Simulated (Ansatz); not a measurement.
## How far is PAW off for BiRu?

```xyz
4
Lattice="4.6736 0.0000 0.0000 -2.3368 4.0475 0.0000 0.0000 0.0000 5.4627" Properties=species:S:1:pos:R:3 pbc="T T T"
Ru    0.0000    2.6983   -0.3384
Ru    2.3368    1.3492    2.3930
Bi    0.0000    2.6983    2.3923
Bi    2.3368    1.3492    5.1237
```

Atom numbers follow the list: Ru1, Ru2, Bi3, Bi4.

Conventional cell: a = 4.674 Å, b = 4.674 Å, c = 5.463 Å, α = 90.00°, β = 90.00°, γ = 120.00°. Ru (atom 1) has 5 Bi at 2.70 to 2.73 Å as nearest neighbours. Around Bi (atom 3) lie 5 Ru at 2.70 to 2.73 Å.

The structure comes from a relaxation in the same program, started in the wurtzite type, and has space group P6_3/mmc. Whether it is a known phase or the ground state wasn't checked. The relaxation left the symmetry of that type.

No spin–orbit coupling, which matters for the heavy atoms here.

Levels of theory: DFT, PBE, PAW with Ansatz's default frozen-core files, scalar-relativistic (Ansatz 0.2.0); DFT, PBE, all-electron PAW with datasets made for the crystal, scalar-relativistic (Ansatz 0.2.0); DFT, PBE, all-electron LAPW, scalar-relativistic (Ansatz 0.2.0).

For PAW: a Γ-centred 10×10×6 k mesh, Fermi–Dirac smearing of 0.05 eV, cutoff 420 eV, no spin polarisation. The crystal-made all-electron datasets (AE datasets) take a cutoff of 280 eV at this cell. LAPW targets a basis error of 1 meV/atom. The Ansatz runs share mesh, smearing and spin set-up. Plane-wave (PAW) pressures include the program's estimate of the Pulay term.

Stress and pressure are positive in compression.

No spin–orbit coupling: at heavy atoms the gradients can be off by tens of per cent for that reason.

In a metal, gradients converge slowly with the k mesh: the values move by tens of per cent from one mesh to another, at times in sign, so only the comparison on one mesh counts.

Levels count from the Fermi level.

```tsv
quantity	PAW	AE datasets	LAPW
pressure (GPa)	-0.01	-0.01	-0.01
highest filled level at L (eV)	-0.231	-0.231	-0.231
lowest empty level at L (eV)	1.212	1.212	1.212
highest filled level at Γ (eV)	-0.657	-0.657	-0.657
lowest empty level at Γ (eV)	0.777	0.778	0.778
highest filled level at A (eV)	-0.814	-0.814	-0.814
lowest empty level at A (eV)	1.463	1.464	1.464
field gradient Vzz at Ru1 (10²¹ V/m²)	2.21	2.15	–
field gradient Vzz at Bi3 (10²¹ V/m²)	3.33	3.24	–
```

PAW's pressure differs from the LAPW value by about 0.01 GPa or less. Datasets made for the crystal and LAPW share parts of one code, so their agreement isn't an independent check.
